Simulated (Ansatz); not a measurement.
**Equation of state of Ca₃P₂O₈ and its gap**

A database entry relaxed whole under r2SCAN (R-3m):

```yaml
crystal:
  lattice:
    - [2.62206, 1.51385, 6.21365]
    - [-2.62206, 1.51385, 6.21365]
    - [0.00000, -3.02770, 6.21365]
  atoms:
    - { symbol: Ca, position: [0.00000, 0.00000, 0.00000] }
    - { symbol: Ca, position: [0.20322, 0.20322, 0.20322] }
    - { symbol: Ca, position: [0.79678, 0.79678, 0.79678] }
    - { symbol: P, position: [0.40514, 0.40514, 0.40514] }
    - { symbol: P, position: [0.59486, 0.59486, 0.59486] }
    - { symbol: O, position: [0.32336, 0.32336, 0.32336] }
    - { symbol: O, position: [0.67664, 0.67664, 0.67664] }
    - { symbol: O, position: [0.27276, 0.75347, 0.27276] }
    - { symbol: O, position: [0.27276, 0.27276, 0.75347] }
    - { symbol: O, position: [0.75347, 0.27276, 0.27276] }
    - { symbol: O, position: [0.72724, 0.24653, 0.72724] }
    - { symbol: O, position: [0.24653, 0.72724, 0.72724] }
    - { symbol: O, position: [0.72724, 0.72724, 0.24653] }
```

The cell was scaled uniformly, its shape held, and the atoms relaxed at each volume with plane-wave PAW DFT (Ansatz 0.2.0; r2SCAN, 500 eV, 6×6×6 Γ-centred mesh, fermi-dirac occupations of width 0.020 eV; no spin, no spin-orbit coupling). One row is withheld.

```tsv
volume (Å³/atom)	energy over the lowest (meV/atom)	pressure (GPa)	gap over mesh and path (eV)
10.701	16.7	8.36	6.510
10.928	?	?	?
11.156	1.7	2.44	6.376
11.384	0.0	0.00	6.300
11.611	1.6	-2.14	6.227
11.839	5.9	-3.99	6.156
12.067	12.8	-5.60	6.083
```

Task: Fit the pressures of the other rows to the third-order Birch-Murnaghan form.

Result: With f = [(V₀/V)^(2/3) − 1]/2 and P = 3B₀f(1 + 2f)^(5/2)[1 + 3(B₀′ − 4)f/2], least squares gives V₀ = 11.38 Å³ an atom, B₀ = 113 GPa and B₀′ = 5.7; the rows miss the fit by 0.01 GPa. The slope of the energies differs from these pressures by less than 0.05 GPa.

Task: How does the gap move with volume?

Result: It runs from 6.51 eV at the smallest volume to 6.08 eV at the largest, not along one parabola: a band edge changes its place in the zone on the way, so no one slope is given.

Task: What does the withheld row hold?

Result: The fit gives 5.20 GPa at 10.928 Å³; the run gave 5.21 GPa and 7.1 meV an atom. Its gap is 6.452 eV.

Caveats: the shape of the cell was held, so B₀ is an upper bound where the axes differ in stiffness; 0 K, fixed nuclei; the symmetry was kept, and this need not be the phase that is stable at 0 K; one mesh for all volumes; r2SCAN gaps lie as a rule under measured ones; pressure is positive in compression.
